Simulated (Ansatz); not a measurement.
## What moves the field gradients of HfO2 with Ge replacing Hf?

Cell of run 1: a supercell of HfO2 (fluorite type, Fm-3m) built from an entry of the Crystallography Open Database (COD), with all atoms left at the host's positions.

```cif
data_Hf7GeO16
_symmetry_space_group_name_H-M 'Fm-3m'
_symmetry_Int_Tables_number 225
_cell_length_a 10.2300
_cell_length_b 10.2300
_cell_length_c 10.2300
_cell_angle_alpha 90.000
_cell_angle_beta 90.000
_cell_angle_gamma 90.000
loop_
_atom_site_label
_atom_site_type_symbol
_atom_site_symmetry_multiplicity
_atom_site_Wyckoff_symbol
_atom_site_fract_x
_atom_site_fract_y
_atom_site_fract_z
Ge Ge 4 a 0.0000 0.0000 0.0000
Hf2 Hf 24 d 0.2500 0.2500 0.0000
Hf8 Hf 4 b 0.5000 0.5000 0.5000
O9 O 32 f 0.1250 0.1250 0.1250
O12 O 32 f 0.6250 0.3750 0.3750
```

One atom of each set is listed; the run and its k-mesh use a cell of 24 atoms with edges of 7.23, 7.23, 7.23 Å.

Relaxed positions (PBE, cell held):

Ge (0.0000, 0.0000, 0.0000)
Hf2 (0.2500, 0.2500, 0.0000)
Hf8 (0.5000, 0.5000, 0.5000)
O9 (0.1225, 0.1225, 0.1225)
O12 (0.6258, 0.3742, 0.3742)

All runs are DFT with Ansatz 0.2.0 (plane waves and PAW, scalar-relativistic unless spin–orbit coupling is named, Γ-centred meshes, Fermi–Dirac smearing where given) in this cell.

Run 1: PBE, atoms at the host's positions; 420 eV, 3×3×3 k-points, smearing 0.01 eV.
Run 2: PBE, atoms relaxed; 420 eV, 3×3×3 k-points, smearing 0.01 eV.
Run 3: r2SCAN, at the relaxed atoms; 500 eV, 3×3×3 k-points, smearing 0.01 eV.

Problem. What does each run give, and what moves the gradients most?

Solution. 

| run | Hf2 V_zz (η) | O9 V_zz (η) | O12 V_zz (η) |
| --- | --- | --- | --- |
| 1 | -3.22 (0.14) | 4.58 (0.00) | 0.79 (0.00) |
| 2 | -3.38 (0.57) | 4.34 (0.00) | 1.04 (0.00) |
| 3 | -3.06 (0.70) | 4.50 (0.00) | 1.02 (0.00) |

V_zz in 10²¹ V/m²; 3 of the 5 sets of like atoms are followed. Against run 1, the gradient tensors on these sites move by at most 1.26 in run 2 (Hf2), 1.37 in run 3 (Hf2). Taken one at a time, the positions of the atoms (as given or relaxed) move the tensors on these sites by up to 1.26 (largest principal value of the change, on Hf2), the functional (r2SCAN with its higher cutoff) by 0.31 (Hf2). On Hf2 V_xx and V_yy change places between runs (or their axes turn by over 50°), so η hides a larger change. The defect's own atom has next to no gradient in any run.

The defect repeats with the cell of 24 atoms, so it feels its images: sites between two images don't show the values beside a lone defect, and zeros or small values of η there can come from the images' arrangement. This high-symmetry form of HfO2 is unstable when cold, to shifts of the oxygen columns, towards the tetragonal form. The symmetry of the cell holds that distortion back, wholly or in part, and it would change the field gradients, the more the larger the distortion. Without spin–orbit coupling the gradients at and beside Hf can be off by some per cent, at some sites by more. The relaxation keeps the site symmetry m-3m of the start, so the impurity can't leave its site; a start off the site could end lower. In run 1 the gap is small for the k-mesh or the smearing, and small gradients can still move by 0.1 × 10²¹ V/m² or more. In run 1 the atoms aren't at the calculated equilibrium (largest force 0.60 eV/Å). The cell keeps the host's lattice, at a calculated pressure of -6, -12 GPa in runs 2, 3.
